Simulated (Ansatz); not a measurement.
## Rb (bcc)

Method: r²SCAN, scalar-relativistic; no spin polarisation; PAW, 500 eV, 10×10×10 k-mesh, Gaussian smearing of 0.05 eV; code Ansatz. The datasets are Ansatz's generated set soft_2.

```yaml
crystal:
  lattice:
    - [-2.87426, 2.87426, 2.87426]
    - [2.87426, -2.87426, 2.87426]
    - [2.87426, 2.87426, -2.87426]
  atoms:
    - { symbol: Rb, position: [0.00000, 0.00000, 0.00000] }
```

Cell and atoms are those of this level's equilibrium.

Path: Γ–H–N–Γ–P–H | P–N, with Γ = (0.000, 0.000, 0.000), H = (0.500, -0.500, 0.500), N = (0.000, 0.000, 0.500), P = (0.250, 0.250, 0.250) in reciprocal vectors of the calculation's cell.

Levels between -6 and 3 eV from the Fermi level at the path's named points:
| point | below E_F (eV) | above E_F (eV) |
| --- | --- | --- |
| Γ | -2.04 |  |
| H |  | 1.35 1.35 |
| N |  | 0.36 0.69 2.86 |
| P |  | 1.33 1.33 1.33 |

(1) By these bands, is it a metal or an insulator, and if it has a gap, where are the band edges on this path?

Answer:

(1) A metal: bands cross the Fermi level.

With 9 valence electrons in the calculation's cell and no magnetic order, the bands, two electrons each, can't all be full or empty: band theory demands a metal.

It took about 19 core-seconds on a shared host. The relaxed cell is 7 % larger in volume than the cell of this structure in the Crystallography Open Database (88.37 Å³/atom, 1955).
